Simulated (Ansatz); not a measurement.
Relaxed-ion elastic tensor of TiPt$_{3}$ (Cu3Au type, space group No. 221) in GPa (Voigt order), DFT-PBEsol in the program Ansatz with PAW potentials; density 17.73 g/cm³, 14.82 Å³ per atom.

```tsv
	1	2	3	4	5	6
1	387	205	205	0.0	0.0	0.0
2	205	387	205	0.0	0.0	0.0
3	205	205	387	0.0	0.0	0.0
4	0.0	0.0	0.0	153	0.0	0.0
5	0.0	0.0	0.0	0.0	153	0.0
6	0.0	0.0	0.0	0.0	0.0	153
```

Q: Is the crystal mechanically stable?

A: Yes: the smallest eigenvalue of C is 153 GPa.

Q: Work out the Voigt, Reuss and Hill averages.

A: K_V = 266, K_R = 266, K_H = 266; G_V = 128, G_R = 120, G_H = 124 GPa.

Q: Give Young's modulus, Poisson's ratio, Pugh's ratio and the universal anisotropy index.

A: E = 9KG/(3K + G) = 323 GPa; ν = 0.30; K/G = 2.14 (ductile by the Pugh limit of 1.75); A_U = 5G_V/G_R + K_V/K_R − 6 = 0.33.

Q: Estimate the sound speeds and the Debye temperature.

A: v_l = √((K + 4G/3)/ρ) = 4930 m/s, v_t = √(G/ρ) = 2650 m/s, mean 2960 m/s; Θ = (h/k)(3n/4πV)^(1/3) v_m = 358 K.

Q: Give the Zener ratio and Young's modulus along [100], [110] and [111].

A: A = 2C44/(C11 − C12) = 1.69; 1/E = S11 − 2(S11 − S12 − S44/2)Γ with Γ = 0, 1/4, 1/3 gives 245, 337, 386 GPa.

Q: Solve the Christoffel equation for the three sound speeds along [100], [110], [111].

A: Eigenvalues of C_ijkl n_j n_l equal ρv². In km/s, slowest first: [100] 2.94, 2.94, 4.67; [110] 2.26, 2.94, 5.03; [111] 2.51, 2.51, 5.15.

Space group Pm-3m (Cu3Au type). Symmetry was held in the PBEsol relaxation; of distortions, only those at the zone centre were tested. No spin polarisation was allowed. As this level gives no gap, shear constants depend on the k-mesh and smearing (Fermi–Dirac, 0.1 eV here). Scalar-relativistic: spin–orbit coupling is off unless named, which matters more the heavier the elements.

Potentials: the later of the program's two PAW sets.
